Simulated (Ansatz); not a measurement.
Pb (β-Sn type, I4_1/amd), a = b = 6.295 Å, c = 3.360 Å, α = β = γ = 90.00°; the cell used has 2 atoms.

Relaxed with PBE.

### Question
Decompose the optical modes at the zone centre into irreducible representations, and say which are infrared and Raman allowed.

### Answer
Point group 4/mmm: Γ_opt = B1g + Eg. Infrared: none. Raman: B1g, Eg.

### Question
Assign frequencies (DFPT, PBE (plane waves, PAW; program Ansatz)).

### Answer
B1g 15, Eg 79 cm⁻¹.

Subscripts of B labels follow the axes of the standard setting.

A made-up cell: these elements were put on the sites of a structure type; neither database checked (COD, Materials Project) lists it. It is not the phase usual at ambient conditions (space group No. 225). The cell was relaxed with PBE under the symmetry of its start; of distortions, only those at the zone centre were tested. As this level gives no gap, phonon frequencies hold no LO–TO term and depend on the k-mesh and smearing (Fermi–Dirac, 0.1 eV here). Axis ratios of metals converge slowly with the k-mesh, so a and c are less sure than the volume. Spin–orbit coupling is left out wherever it is not named.

Potentials: the later of the program's two PAW sets.
